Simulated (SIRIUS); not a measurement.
Set-up for a self-consistent single point of CdHgSe₂ (R3m, 4 atoms in the cell; from Materials Project mp-1226733, changed as shown).

```
CELL_PARAMETERS angstrom
      2.13767     1.23419     6.97430
     -2.13767     1.23419     6.97430
      0.00000    -2.46837     6.97430
ATOMIC_POSITIONS crystal
  Cd 0.50033 0.50033 0.50033
  Hg 0.99985 0.99985 0.99985
  Se 0.87420 0.87420 0.87420
  Se 0.37560 0.37560 0.37560
```

Method: PBEsol, GBRV PBEsol ultrasoft pseudopotentials (plane waves; SIRIUS 7.12.0).

SIRIUS settings:

- parameters.ngridk = 8 8 8
- parameters.xc_functionals = [XC_GGA_X_PBE_SOL, XC_GGA_C_PBE_SOL]
- parameters.gk_cutoff = 6.325 1/bohr
- parameters.pw_cutoff = 14.143 1/bohr
- parameters.smearing = fermi_dirac
- parameters.smearing_width = 0.00499791 Ha
- potentials = GBRV PBEsol ultrasoft pseudopotentials
- parameters.electronic_structure_method = pseudopotential
- parameters.num_bands = 22
- parameters.num_mag_dims = 0
- parameters.num_dft_iter = 100
- parameters.energy_tol = 1e-07 Ha
- parameters.density_tol = 1e-06
- mixer.type = anderson
- mixer.beta = 0.7
- mixer.use_hartree = true

Results:

- Number of valence electrons: 36
- Number of bands: 22
- Number of k-points after the program's reduction: 65
- Number of plane waves (most at a k-point): 3207
- Number of SCF iterations: 14
- FFT grid: 72 × 72 × 72
- Free energy E − TS: -4200.3665 eV
- Fermi level (on the code's own zero): 6.34 eV
- Pressure: 1.88 GPa
- Largest force (vector length): 0.019 eV/Å

Forces (eV/Å):
```csv
atom,Fx,Fy,Fz
Cd1,0.000,0.000,0.019
Hg2,0.000,0.000,-0.011
Se3,0.000,0.000,-0.002
Se4,0.000,0.000,-0.006
```

Stress (GPa, positive for compression):
```
1.91  0.00  0.00
0.00  1.91  0.00
0.00  0.00  1.82
```

For comparison: a first run was changed to give this one (lattice scaled by 0.98), and from it to this one the free energy goes up by 3.2 meV/atom, the pressure goes from -1.33 to 1.88 GPa and the largest force hardly changes (0.020 to 0.019 eV/Å).

The structure comes from a collection of computed structures, made at another level of theory; the collection holds predicted forms beside known ones.

Cost on one core: about 5 core-minutes (a rough figure).
